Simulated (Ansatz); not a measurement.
input.yaml

```yaml
crystal:
  lattice:
    - [-1.4120250105, 1.4120250105, 1.996397232]
    - [1.4120250105, -1.4120250105, 1.996397232]
    - [1.4120250105, 1.4120250105, -1.996397232]
  atoms:
    - { symbol: Co, position: [0.0, 0.0, 0.0], spin: 2.57 }
    - { symbol: O, position: [0.5, 0.5, 0.0], spin: 0.32 }
basis:
  ecutwfc: 420
kpoints:
  mp_grid: { grid: [20, 20, 20] }
hamiltonian:
  xc: pbesol
scf:
  occupations: { method: gaussian, width: 0.1 }
output:
  forces: true
  stress: true
  eigenvalues: true
  populations: true
  write_density: true
  write_potential: true
  elf: true
  volumetric_format: npy
magnetization:
  spin_polarized: true
relax:
  adjacent_minimum: "off"
  f_tol: 0.01
  max_steps: 30
  cell: { stress_tol: 0.1, fix: [volume] }
```

Run as
```bash
ansatz run input.yaml --threads 1 --pin off --max-ram 2560MiB --backend cpu --events-out ev --progress --plain --runs-dir out
```

Level of theory: DFT PBEsol, scalar-relativistic, plane waves, PAW (Ansatz 0.2.0).

From the run's log, abridged (final results; tables in files aren't shown):

```
SCF 2 converged in 4 iterations: F = -5652.132693 eV  dr2 = 2.50e-11
SCF converged after 4 iterations
Magnetization: 1.9864 μB (12.4932 up, 10.5068 down)
Absolute magnetization: 1.9950 μB (∫|ρ↑−ρ↓|, with the PAW one-centre terms)
Spin contamination: 0.0119 ħ² per cell (⟨S²⟩ above its minimum at these occupations)
Per-site moments (μB) at R_I (Å): [(1.71995623, 0.8235138582), (0.15742446, 0.8235138582)]
Free energy (F): -5652.132693 eV
Harris-Foulkes:  -5652.132693 eV  (|F-HF|=1.46e-11)
Internal energy: -5652.112244 eV  (E = F + TS)
E sigma→0 (E₀):  -5652.122469 eV
Entropy (-TS):   -0.020450 eV (-10.225 meV/atom)
Fermi energy:    17.960061 eV
--- Per-component energies (eV) ---
  E_band       = -221.213241
  E_kinetic    = 626.406227
  E_local      = -3140.862333  (includes V_loc(G=0)·N_el)
  E_nonlocal   = 517.392790
  E_hartree    = 1301.105426
  E_xc         = -229.001892
  E_vxc        = -295.998636  (∫ρ·V_xc dr)
  E_paw        = -1640.121624  (= ΣΔE_a)
  E_vpaw       = -530.364995  (= ΣTr[D̂ρ^β])
  E_aug_tail   = 0.002656  (compensation charges beyond the density's cutoff)
  E_ewald      = -3087.257201
  E_core_change = 0.223707  (= ΣΔE_core)
  E_smearing   = -0.020450  (= −TS)
--- Forces (eV/Å), atoms counted from 1 ---
  atom   1  Co     0.00000000     0.00000000     0.00000000
  atom   2  O      0.00000000     0.00000000     0.00000000
--- Stress (GPa, compression-positive) ---
       26.125571       0.000000       0.000000
        0.000000      26.125571       0.000000
        0.000000       0.000000      26.193589
  P = ⅓ Tr σ = 26.1482 GPa (261.482 kbar)
--- Band table (eV; the first three rows and the last of 1282) ---
  k-point 0 ↑: bands = ["-78.0714", "-41.4869", "-41.4858", "-41.4858", "-4.3219", "13.7316", "13.7323", "13.7323", "14.9173", "14.9173", "14.9196", "14.9847", "14.9850", "20.0051", "35.0118", "37.5136", "37.5136"]
  k-point 1 ↑: bands = ["-78.0710", "-41.4880", "-41.4877", "-41.4867", "-4.2727", "13.1145", "13.5746", "13.5754", "14.8806", "14.9978", "15.0948", "15.0969", "15.4649", "20.2463", "34.4973", "37.2513", "37.2519"]
  k-point 2 ↑: bands = ["-78.0699", "-41.4942", "-41.4902", "-41.4891", "-4.1305", "12.1182", "13.2661", "13.2671", "14.7750", "15.0355", "15.4589", "15.4607", "16.0779", "20.9275", "33.6308", "36.6742", "36.6762"]
  k-point 640 ↓: bands = ["-75.9175", "-39.4880", "-39.4310", "-39.4310", "-2.2336", "9.5531", "12.5724", "12.5724", "14.6503", "17.9580", "18.0711", "18.0711", "18.8756", "25.8035", "29.1102", "31.1942", "36.2712"]
--- Relaxed structure (1 steps of the walk, 1 accepted, 1 SCFs on fresh bases) ---
  F+E_penalty+E_count = -5652.13269346 eV   max|allowed force component| = 7.889e-31 eV/Å   (the final SCF, on the basis selected at the relaxed cell)
  cell:  # Å, volume = 15.9218 Å³
    - [-1.4120250105, 1.4120250105, 1.996397232]
    - [1.4120250105, -1.4120250105, 1.996397232]
    - [1.4120250105, 1.4120250105, -1.996397232]
  atoms:
    - { symbol: Co, position: [0.0, 0.0, 0.0] }
    - { symbol: O, position: [0.49999999, 0.49999999, 0.0] }
--- Löwdin populations: 2 sites ---
  site symbol q [e]    m [muB]
     0     Co     16.0543     1.7681
     1      O      6.8289     0.2228
  spilling = 0.005074 (of n_electrons = 23.000000)
```

The relaxation met its thresholds.

Time: 47 s on 1 thread of Arm Neoverse V2 (shared host), peak memory 0.59 GiB.

The cell holds one magnetic atom, so it can only be ferromagnetic; an antiferromagnetic order may lie lower.